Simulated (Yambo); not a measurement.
G0W0@LDA for RbCdF3 (cubic perovskite, space group Pm-3m, No. 221) in Yambo. Reference settings: 4×4×4 Γ-centred k mesh, bands 5 to 132 and a 7 Ry block in the screening, 132 bands in G with the Bruneval-Gonze terminator, plasmon pole fitted at 27.2 eV. The LDA gap R → Γ on this mesh is 2.92 eV; G0W0 gaps are taken between the same points.

The settings were changed. The gap went from 6.36 eV to 6.70 eV, and the shift of the valence edge from -1.85 eV to -2.00 eV.

Task: Name the change that produced these shifts.
A) 78 bands in W, 78 bands in G, 4 Ry block
B) 41 bands in W, 41 bands in G, 2 Ry block
C) 41 bands in W, 41 bands in G, 3 Ry block
D) 2×2×2 mesh

Result: A, 78 bands in W, 78 bands in G, 4 Ry block. The others gave (gap, valence shift): 2×2×2 mesh: 6.38, -1.79 eV; 41 bands in W, 41 bands in G, 2 Ry block: 8.11, -2.85 eV; 41 bands in W, 41 bands in G, 3 Ry block: 7.63, -2.32 eV.

Spin-orbit coupling is not included.

Geometry of the Materials Project entry, not relaxed at this level; primitive cell a = b = c = 4.425 Å, α = β = γ = 90.00°.

The structure is a Materials Project entry; no match was found in the copy of COD used, and its stability was not checked.

A shift is the quasiparticle energy of the state minus its LDA energy.
